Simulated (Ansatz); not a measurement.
Relaxation of a generated cell, TaN placed in the AFLOW prototype AB_tP2_123_a_d (L1_0, as in CuAu); 2 atoms in the cell, which starts as P4/mmm (No. 123), tP2; a = b = 2.649 Å, c = 3.472 Å, α = β = γ = 90.00°. Method: PBEsol (plane waves to 420 eV, PAW, scalar-relativistic; Ansatz, an electronic-structure program). Γ-centred k-mesh 9×9×7 on the run's cell (coarser than for final values), Fermi–Dirac smearing 0.05 eV. This is the first round of the run. 

The optimiser's lines from the output (shortened; P is positive under compression):

```
relax step   1: F+E_penalty+E_count = -10183.68398031 eV  Δ(F+E_penalty+E_count) = +0.000e0 eV  max|allowed force component| = 7.396e-31 eV/Å  Δτ_max = 0.0000 Å  P = -21.794 GPa  Ω = 24.359 Å³  (6 SCF iters, dr2 threshold 1.00e-7 eV, accepted)
relax step   2: F+E_penalty+E_count = -10184.41749417 eV  Δ(F+E_penalty+E_count) = -7.335e-1 eV  max|allowed force component| = 4.354e-29 eV/Å  Δτ_max = 0.0000 Å  P = -22.936 GPa  Ω = 23.549 Å³  (6 SCF iters, dr2 threshold 2.00e-7 eV, accepted)
relax step   3: F+E_penalty+E_count = -10185.10049414 eV  Δ(F+E_penalty+E_count) = -6.830e-1 eV  max|allowed force component| = 8.677e-30 eV/Å  Δτ_max = 0.0000 Å  P = -20.083 GPa  Ω = 22.486 Å³  (6 SCF iters, dr2 threshold 2.00e-7 eV, accepted)
relax step   4: F+E_penalty+E_count = -10185.69075315 eV  Δ(F+E_penalty+E_count) = -5.903e-1 eV  max|allowed force component| = 5.522e-30 eV/Å  Δτ_max = 0.0000 Å  P = -15.179 GPa  Ω = 21.523 Å³  (6 SCF iters, dr2 threshold 2.00e-7 eV, accepted)
relax step   5: F+E_penalty+E_count = -10186.04422222 eV  Δ(F+E_penalty+E_count) = -3.535e-1 eV  max|allowed force component| = 6.705e-30 eV/Å  Δτ_max = 0.0000 Å  P = -4.712 GPa  Ω = 20.500 Å³  (6 SCF iters, dr2 threshold 2.00e-7 eV, accepted)
relax step   6: F+E_penalty+E_count = -10186.08159875 eV  Δ(F+E_penalty+E_count) = -3.738e-2 eV  max|allowed force component| = 9.861e-32 eV/Å  Δτ_max = 0.0000 Å  P = +0.094 GPa  Ω = 20.167 Å³  (6 SCF iters, dr2 threshold 2.00e-7 eV, accepted)
relax step   7: F+E_penalty+E_count = -10186.08183519 eV  Δ(F+E_penalty+E_count) = -2.364e-4 eV  max|allowed force component| = 3.560e-29 eV/Å  Δτ_max = 0.0000 Å  P = +0.017 GPa  Ω = 20.173 Å³  (6 SCF iters, dr2 threshold 2.00e-7 eV, accepted)
relax step   8: F+E_penalty+E_count = -10186.08183152 eV  Δ(F+E_penalty+E_count) = +3.675e-6 eV  max|allowed force component| = 4.930e-31 eV/Å  Δτ_max = 0.0000 Å  P = -0.003 GPa  Ω = 20.174 Å³  (6 SCF iters, dr2 threshold 3.72e-9 eV, accepted)
relax step   9: F+E_penalty+E_count = -10186.08086718 eV  Δ(F+E_penalty+E_count) = +9.643e-4 eV  max|allowed force component| = 9.861e-32 eV/Å  Δτ_max = 0.0000 Å  P = -0.143 GPa  Ω = 20.174 Å³  stress off target by 3.84e-1 GPa  SCF on the basis re-selected at this cell (its energy is not comparable with the rows above)  (6 SCF iters)
relax step  10: F+E_penalty+E_count = -10186.08090499 eV  Δ(F+E_penalty+E_count) = -3.781e-5 eV  max|allowed force component| = 4.930e-31 eV/Å  Δτ_max = 0.0000 Å  P = +0.014 GPa  Ω = 20.165 Å³  (6 SCF iters, dr2 threshold 2.00e-7 eV, accepted)
relax step  11: F+E_penalty+E_count = -10186.08089303 eV  Δ(F+E_penalty+E_count) = +1.196e-5 eV  max|allowed force component| = 1.183e-30 eV/Å  Δτ_max = 0.0000 Å  P = +0.012 GPa  Ω = 20.165 Å³  stress off target by 1.41e-2 GPa  SCF on the basis re-selected at this cell (its energy is not comparable with the rows above)  (8 SCF iters)
```

From the first to the last row the energy changes by -1.20 eV/atom and the volume by -17.2 %. The last row is marked as not comparable with the walk above it, whose basis was carried along; it does compare with step 1, since both stand on a basis selected at the nominal cutoff for their own cell.

Later rounds, restarted from the end of this one on a renewed k-mesh, logged 13 more steps and released under 0.01 eV/atom more. The final structure after all rounds: Pm-3m (No. 221), cP2, CsCl type; a = b = c = 2.722 Å, α = β = γ = 90.00°. Between re-selections the logged energies stand on a plane-wave basis carried along with the cell. No spin polarisation in the result.

The run could not lose the symmetry of its start, so the end can be a saddle point.

All atoms sit on sites fixed by symmetry, so only the cell could relax.

The relaxed structure here is a generated cell of TaN: the first start was made by placing the elements on the sites of a structure type, and the end was not matched to a known phase here, so it may be hypothetical. Known forms of TaN include space group No. 225.
